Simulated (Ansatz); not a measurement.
The cell of HfH is invented: close-packed metal layers stacked AB, with sites between them filled layer by layer (P6_3/mmc, No. 194) (elements of the layers in order: Hf Hf). The dimensions are guesses.

```cif
data_structure
_symmetry_space_group_name_H-M 'P6_3/mmc'
_symmetry_Int_Tables_number 194
_cell_length_a 3.3840
_cell_length_b 3.3840
_cell_length_c 5.5754
_cell_angle_alpha 90.000
_cell_angle_beta 90.000
_cell_angle_gamma 120.000
_cell_volume 55.29
loop_
_atom_site_label
_atom_site_type_symbol
_atom_site_symmetry_multiplicity
_atom_site_Wyckoff_symbol
_atom_site_fract_x
_atom_site_fract_y
_atom_site_fract_z
_atom_site_occupancy
Hf1 Hf 2 d 0.33333 0.66667 0.75000 1
H1 H 2 a 0.00000 0.00000 0.00000 1
```

Method: DFT PBE, scalar-relativistic, plane waves, PAW (Ansatz). Cutoff 420 eV, Gaussian smearing, Γ-centred meshes. Cell and atoms relax first on a coarse mesh and then on a finer one. In between, the cell is made exact in the group found at 0.06 Å. In metals the finer mesh still leaves noise of several meV/atom or more. The steps can't lower the symmetry of their start. No spin polarisation.

A guess keeps its type if space group and coordination stay and the shape of the cell changes little (axis ratios within about 15 %, angles within 6°); the volume may change.

Question: Does this structure survive the relaxation?

Answer: It keeps its type. The symmetry stays P6_3/mmc (No. 194). The end has the anti-nickel arsenide type. The volume per atom shrinks by 14.2 %, from 13.8 to 11.9 Å³. The shortest distance goes from 2.40 Å (Hf–H) to 2.28 Å (Hf–H). The ratio c/a of the conventional cell changes by a factor of 1.01. Counting neighbours within 15 % of an atom's shortest distance, the start has H 6, Hf 6 and the end H 6, Hf 6.

The last run used an 18×18×10 mesh (in the run's order of axes) for its 4-atom cell and Gaussian smearing of 0.10 eV. These runs have no spin–orbit coupling, which can matter for Hf. A structure relaxed within its symmetry needn't be a true minimum.
